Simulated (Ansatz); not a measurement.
**Computed properties of Ge**

Ge:
```
Ge
1.0
   -2.53492     2.53492     1.39204
    2.53492    -2.53492     1.39204
    2.53492     2.53492    -1.39204
Ge
2
Direct
  0.25000   0.75000   0.50000
  0.50000   0.50000   0.00000
```

Space group I4_1/amd (No. 141), β-Sn type; conventional cell a = b = 5.0698 Å, c = 2.7841 Å, α = β = γ = 90.00°.

Method: plane-wave PAW LDA (Ansatz code). Geometry: relaxed at this level of theory. Other levels are named where they apply.

**Cell and energy**

| Item | Value |
|---|---|
| Volume per atom | 17.89 Å³ |
| Density | 6.74 g/cm³ |

**Electronic structure**

| Property | Value |
|---|---|
| Electronic character | metallic (no gap) |
| Density of states at the Fermi level | 0.38 states/eV per atom (mean over ±0.08 eV) |

**Mechanics**

| Quantity | Value |
|---|---|
| Bulk modulus (Birch–Murnaghan fit) | 84.2 GPa |
| Pressure derivative B′ | 4.9 |
| Elastic constants (relaxed ions, GPa) | C11 = 135, C12 = 66.3, C13 = 54.4, C33 = 133, C44 = 48.8, C66 = 57.6 |
| Mechanical stability | stable (all eigenvalues of C positive) |
| Hill bulk and shear moduli | 83.5 and 45.4 GPa |
| Young's modulus | 115 GPa |
| Poisson's ratio | 0.27 |
| Debye temperature from the elastic constants | 329 K |

**Phonons**

| Quantity | Result |
|---|---|
| Highest zone-centre frequency | 5.41 THz |
| Zone-centre stability | no imaginary mode at Γ |

This is a known high-pressure phase of the composition, computed here at zero pressure and temperature. Symmetry was held in the LDA relaxation. As this level gives no gap, shear constants depend on the k-mesh and smearing (Fermi–Dirac, 0.1 eV here). As this level gives no gap, phonon frequencies hold no LO–TO term and depend on the k-mesh and smearing (Fermi–Dirac, 0.1 eV here). Scalar-relativistic: spin–orbit coupling is off unless named, which matters more the heavier the elements.

Potentials: the earlier of the program's two PAW sets. The files were generated under PBE; for other functionals the program regenerates the frozen cores, and for LDA and PBEsol the local potential too.
